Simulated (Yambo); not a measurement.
KHgF₃ (space group Cmmm, No. 65, within 0.06 Å of Pm-3m), G0W0@LDA in Yambo with this input:

```
rim_cut
gw0
dyson
el_el_corr
HF_and_locXC
ppa
em1d
RandQpts= 1000000
RandGvec= 1 Ry
EXXRLvcs= 84 Ry
VXCRLvcs= 336 Ry
Chimod= "HARTREE"
% BndsRnXp
 5 | 142 |
%
NGsBlkXp= 7 Ry
% LongDrXp
 1.0 | 1.0 | 1.0 |
%
PPAPntXp= 27.2114 eV
% GbndRnge
 1 | 142 |
%
GTermKind= "BG"
DysSolver= "n"
ExtendOut
```

On a 2×2×2 mesh, with wavefunctions cut at 84 Ry, the gap ((-0.5, -0.5, -0.5) → Γ) is 2.497 eV and the valence edge shifts by -0.985 eV.

Problem. What happens with this change: exchange cut at 40 Ry?

Solution. The gap falls by 0.119 eV, to 2.378 eV; the shift of the valence edge becomes -0.858 eV. Neither run is shown to be the converged limit.

Spin-orbit coupling is not included.

Geometry of the Materials Project entry, not relaxed at this level; primitive cell a = b = 4.533 Å, c = 4.524 Å, α = β = 90.00°, γ = 90.11°.

A shift is the quasiparticle energy of the state minus its LDA energy.
